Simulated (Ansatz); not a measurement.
This cell of KTaO$_{3}$ (cubic perovskite) is off equilibrium:

```
CELL_PARAMETERS angstrom
      3.98254     0.00000     0.00000
      0.00000     3.98254     0.00000
      0.00000     0.00000     3.98254
ATOMIC_POSITIONS crystal
  K  0.00000 0.00000 0.00000
  Ta 0.50000 0.50000 0.50000
  O  0.00000 0.50000 0.50000
  O  0.50000 0.50000 0.00000
  O  0.50000 0.00000 0.50000
```

All values below come from PBE (plane waves to 420 eV, PAW, scalar-relativistic; Ansatz, a program for electronic structure). k mesh 8×8×8 (Γ-centred), Fermi-Dirac smearing 0.05 eV. E stands for the smeared free energy. Stress and pressure are positive under compression. KTaO3 is run without spin polarisation. KTaO3 was relaxed with its symmetry unable to fall. Spin-orbit coupling is left out, though Ta is heavy. The PAW data are Ansatz's earlier set.

**Question.** Give the stress tensor in GPa and the pressure.

**Answer.** 
```
    6.2      0.0      0.0
    0.0      6.2      0.0
    0.0      0.0      6.2
```
The pressure, a third of the trace, is 6.2 GPa.

**Question.** It is the relaxed cell scaled evenly to V/V₀ = 0.970, atoms relaxed where free. What is its energy relative to the relaxed cell?

**Answer.** 7.3 meV/atom.

(Under strain, the slope of the energy per volume gives the stress and its curvature an elastic modulus.)
